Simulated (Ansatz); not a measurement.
Relaxed-ion elastic tensor of NbAs (CsCl type, Pm-3m) in GPa (Voigt order), plane-wave PAW PBEsol (Ansatz code); density 8.66 g/cm³, 16.08 Å³ per atom.

|  | 1 | 2 | 3 | 4 | 5 | 6 |
|---|---|---|---|---|---|---|
| 1 | 339 | 105 | 105 | 0.0 | 0.0 | 0.0 |
| 2 | 105 | 339 | 105 | 0.0 | 0.0 | 0.0 |
| 3 | 105 | 105 | 339 | 0.0 | 0.0 | 0.0 |
| 4 | 0.0 | 0.0 | 0.0 | 117 | 0.0 | 0.0 |
| 5 | 0.0 | 0.0 | 0.0 | 0.0 | 117 | 0.0 |
| 6 | 0.0 | 0.0 | 0.0 | 0.0 | 0.0 | 117 |

Task: Is the crystal mechanically stable?

Result: Yes: the smallest eigenvalue of C is 117 GPa.

Task: Work out the Voigt, Reuss and Hill averages.

Result: K_V = 183, K_R = 183, K_H = 183; G_V = 117, G_R = 117, G_H = 117 GPa.

Task: Give Young's modulus, Poisson's ratio, Pugh's ratio and the universal anisotropy index.

Result: E = 9KG/(3K + G) = 290 GPa; ν = 0.24; K/G = 1.56 (brittle by the Pugh limit of 1.75); A_U = 5G_V/G_R + K_V/K_R − 6 = 0.00.

Task: Estimate the sound speeds and the Debye temperature.

Result: v_l = √((K + 4G/3)/ρ) = 6260 m/s, v_t = √(G/ρ) = 3680 m/s, mean 4080 m/s; Θ = (h/k)(3n/4πV)^(1/3) v_m = 481 K.

Task: Give the Zener ratio and Young's modulus along [100], [110] and [111].

Result: A = 2C44/(C11 − C12) = 1.00; 1/E = S11 − 2(S11 − S12 − S44/2)Γ with Γ = 0, 1/4, 1/3 gives 290, 290, 289 GPa.

A made-up cell: these elements were put on the sites of a structure type; neither database checked (COD, Materials Project) lists it. COD files the formula under space group No. 109. Its standing as an ambient phase is unchecked. The PBEsol relaxation kept the symmetry of its start; whether a distortion lowers the energy is not shown. The run is not spin-polarised. As this level gives no gap, shear constants depend on the k-mesh and smearing (Fermi–Dirac, 0.1 eV here).

Potentials: the earlier of the program's two PAW sets. The files were generated under PBE; for other functionals the program regenerates the frozen cores, and for LDA and PBEsol the local potential too.
